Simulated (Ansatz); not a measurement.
# What DFT gives for HgPbW6

```yaml
crystal:
  lattice:
    - [2.96091, 5.12844, 0.00000]
    - [-2.96091, 5.12844, 0.00000]
    - [0.00000, -3.41896, 5.30425]
  atoms:
    - { symbol: Pb, position: [0.50000, 0.50000, 0.50000] }
    - { symbol: Hg, position: [0.00000, 0.00000, 0.00000] }
    - { symbol: W, position: [0.23900, 0.61900, 0.76000] }
    - { symbol: W, position: [0.90200, 0.23900, 0.76000] }
    - { symbol: W, position: [0.61900, 0.90200, 0.76000] }
    - { symbol: W, position: [0.76100, 0.38100, 0.24000] }
    - { symbol: W, position: [0.09800, 0.76100, 0.24000] }
    - { symbol: W, position: [0.38100, 0.09800, 0.24000] }
```

Single point in Ansatz 0.2.0 with PBE, no spin polarisation. Cutoff 420 eV, PAW datasets, 6×6×6 Γ-centred k mesh, fermi-dirac filling (width 0.1 eV).

**Question.** Metal or insulator?

**Answer.** It is a metal, with about 7.8 states/eV a cell as the mean within 0.25 eV of the Fermi level, mostly W d (89 %).

**Question.** Describe some of the short contacts.

**Answer.** Hg–W at 2.24 Å: least valence density 1.01 e/Å³ and ELF 0.34 there. Pb–W at 2.40 Å: least valence density 0.72 e/Å³ and ELF 0.37 there. Both are smooth PAW fields, read partly inside the augmentation spheres.

**Question.** Is the cell too large or too small?

**Answer.** The pressure is 45.2 GPa (compression positive), so with the atoms held at these fractions the cell would first expand; the forces are large, so a full relaxation may end otherwise. The principal stresses 42.1, 46.7, 46.7 GPa differ, so its shape would change too.

**Question.** Which atom feels the largest force, and which way?

**Answer.** The largest is on W5 (and as large on other atoms): 7.32 eV/Å, components (-6.38, -2.88, -2.15). It makes 141° with the line to a nearest neighbour, Hg2 at 2.24 Å, pointing away from it.

**Question.** How is the charge shared?

**Answer.** Bader charges in e: Hg -1.45, Pb -0.86, W +0.39. In the mean W gives up most and Hg takes most, against the order of Pauling's electronegativities.

Origin: a known structure type with other elements, at an estimated volume, so it need not be a known compound. Caveats: atoms or cell far from equilibrium.
